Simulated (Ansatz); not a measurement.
Given:

Relaxed TaN (space group P-6m2):

```
TaN
1.0
    2.93603     0.00000     0.00000
   -1.46801     2.54267     0.00000
    0.00000     0.00000     2.88470
Ta N
1 1
Cartesian
  0.00000   0.00000   1.44235
  1.46801   0.84756   0.00000
```

In this cell atom 1 (Ta, nearest neighbour N at 2.226 Å; its periodic images, 2.9 Å or more away, move with it) is moved by s along Cartesian x, unit vector (1.000, 0.000, 0.000); all other atoms and the cell stay fixed.

The numbers are results of r2SCAN (plane waves to 500 eV, PAW, scalar-relativistic; Ansatz, a quantum-chemistry and plane-wave program), not measurements. k mesh 10×10×9 (Γ-centred), Fermi-Dirac smearing 0.05 eV. Energies are smeared free energies. With partly filled bands, energies and forces of such displacements shift with the k mesh and the smearing. At this level the bands of TaN touch or barely overlap. Spin-orbit coupling is left out, though Ta is heavy. TaN is run without spin polarisation. TaN was relaxed with its symmetry unable to fall. This is one of several known forms of TaN; the measured ambient cells at hand have space group No. 189. ΔE is measured from the undisplaced structure.

The scan covers s from -0.670 to 0.670 Å in 11 points.

Problem. Is this a single well or a double well?

Solution. A single well with its minimum at or next to zero displacement.

Problem. Is the energy the same for equal positive and negative displacements?

Solution. Even: the same for both signs. With its periodic images moving along, the atom's site symmetry in this cell is -6m2.

Problem. What is the energy change at s = 0.670 Å?

Solution. 2408 meV/cell.

Problem. What force acts on the atom along the line at s = -0.670 Å?

Solution. 5.22 eV/Å.

Problem. What is the force constant k = d²E/ds² of this move at s = 0?

Solution. 13.4 eV/Å².

(For displaced atoms, the force is minus the slope of the energy, and its curvature is a force constant, which sets phonon frequencies.)
